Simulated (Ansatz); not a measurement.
## Band table of NbAs (CsCl type)

```
CELL_PARAMETERS angstrom
3.18077 0.00000 0.00000
0.00000 3.18077 0.00000
0.00000 0.00000 3.18077
ATOMIC_POSITIONS crystal
Nb 0.00000 0.00000 0.00000
As 0.50000 0.50000 0.50000
```

The cell comes from a relaxation on PAW files under the same functional, begun from a prototype that needn't be the stable phase.

Computed with Ansatz 0.2.0; functional PBEsol, scalar-relativistic. Settings: a Γ-centred 13×13×13 k mesh, Fermi–Dirac smearing of 0.1 eV, no spin polarisation. Methods: LAPW: all electrons, basis error target 1 meV/atom.

Path points, in fractions of the reciprocal vectors: Γ (0.000, 0.000, 0.000), X (0.000, 0.500, 0.000), M (0.500, 0.500, 0.000), R (0.500, 0.500, 0.500). The distance column jumps between branches of the path. Levels in eV from the Fermi level; bands 22 to 30, counted from the lowest band of the run. The gap is zero, the pressure 0.00 GPa.

```
# k(1/Å) point b22 b23 b24 b25 b26 b27 b28 b29 b30
0.000 Γ -13.99 -3.02 -3.02 0.30 0.30 0.30 1.70 1.70 1.70
0.141 - -13.91 -3.14 -2.99 -0.04 -0.04 0.13 1.71 2.08 2.08
0.282 - -13.68 -3.60 -2.88 -0.62 -0.62 0.00 1.75 2.81 2.81
0.423 - -13.31 -4.45 -2.71 -1.19 -1.19 0.32 1.81 3.64 3.64
0.564 - -12.85 -5.49 -2.50 -1.67 -1.67 1.03 1.88 4.52 4.52
0.705 - -12.33 -6.48 -2.30 -2.03 -2.03 1.94 1.97 5.41 5.41
0.847 - -11.87 -7.24 -2.25 -2.25 -2.14 1.99 2.87 5.93 6.22
0.988 X -11.68 -7.54 -2.33 -2.33 -2.09 2.01 3.29 5.75 6.62
1.129 - -11.66 -7.44 -2.48 -2.27 -2.02 1.86 3.27 5.57 6.23
1.270 - -11.63 -7.15 -2.87 -2.07 -1.87 1.48 3.20 4.69 5.83
1.411 - -11.58 -6.70 -3.36 -1.76 -1.70 1.01 3.09 3.83 5.02
1.552 - -11.52 -6.12 -3.83 -1.66 -1.34 0.56 3.04 3.10 4.12
1.693 - -11.47 -5.47 -4.21 -1.90 -0.84 0.21 2.56 3.15 3.22
1.834 - -11.43 -4.85 -4.46 -2.32 -0.34 -0.02 2.22 2.47 3.36
1.975 M -11.42 -4.54 -4.54 -2.57 -0.10 -0.10 2.11 2.14 3.47
2.175 - -11.45 -4.96 -4.48 -2.13 -0.47 -0.02 2.31 2.76 3.25
2.374 - -11.65 -5.40 -4.33 -1.57 -1.00 0.19 2.60 2.74 3.94
2.574 - -12.12 -5.22 -4.08 -1.39 -1.29 0.52 2.12 2.57 4.86
2.774 - -12.77 -4.43 -3.77 -1.52 -1.25 0.91 1.50 2.49 4.75
2.973 - -13.40 -3.44 -3.44 -1.50 -0.89 0.92 1.30 2.42 3.72
3.173 - -13.83 -3.15 -3.04 -0.62 -0.24 0.47 1.59 2.15 2.46
3.372 Γ -13.99 -3.02 -3.02 0.30 0.30 0.30 1.70 1.70 1.70
3.617 - -13.76 -3.11 -3.11 -1.08 0.08 0.08 2.03 2.03 2.53
3.861 - -13.13 -3.39 -3.39 -2.56 -0.37 -0.37 2.84 2.84 2.96
4.105 - -12.30 -3.96 -3.96 -3.24 -0.54 -0.54 2.58 3.76 3.76
4.350 - -11.46 -4.79 -4.79 -3.10 -0.13 -0.13 1.06 4.53 4.53
4.594 - -10.62 -5.60 -5.60 -3.55 0.53 0.82 0.82 5.00 5.00
4.838 - -9.67 -6.16 -6.16 -5.30 2.14 2.14 2.22 4.84 4.84
5.083 R -9.00 -6.36 -6.36 -6.36 3.61 3.61 3.68 3.68 3.68
5.282 - -9.49 -6.23 -6.23 -5.60 2.22 2.31 3.12 4.00 5.18
5.482 - -10.27 -5.94 -5.84 -4.03 0.75 0.95 2.06 3.93 6.54
5.682 - -10.89 -5.81 -5.21 -2.26 -0.19 -0.12 1.10 3.74 6.37
5.881 - -11.31 -6.17 -4.39 -1.27 -0.97 -0.06 1.22 3.52 6.18
6.081 - -11.55 -6.82 -3.48 -1.67 -1.58 0.81 3.01 3.34 6.00
6.280 - -11.65 -7.34 -2.68 -2.15 -1.96 1.68 3.27 5.07 5.84
6.480 X -11.68 -7.54 -2.33 -2.33 -2.09 2.01 3.29 5.75 6.62
7.876 R -9.00 -6.36 -6.36 -6.36 3.61 3.61 3.68 3.68 3.68
8.018 - -9.28 -6.29 -6.29 -5.95 2.35 3.38 3.38 3.60 4.72
8.159 - -9.82 -6.09 -6.09 -5.00 1.04 2.71 2.71 3.58 5.44
8.300 - -10.36 -5.79 -5.79 -3.78 -0.17 1.95 1.95 3.56 5.83
8.441 - -10.81 -5.40 -5.40 -2.41 -1.18 1.21 1.21 3.52 5.55
8.582 - -11.15 -5.00 -5.00 -1.94 -0.93 0.56 0.56 3.50 4.69
8.723 - -11.35 -4.67 -4.67 -2.41 0.08 0.08 0.60 3.48 3.52
8.864 M -11.42 -4.54 -4.54 -2.57 -0.10 -0.10 2.11 2.14 3.47
```
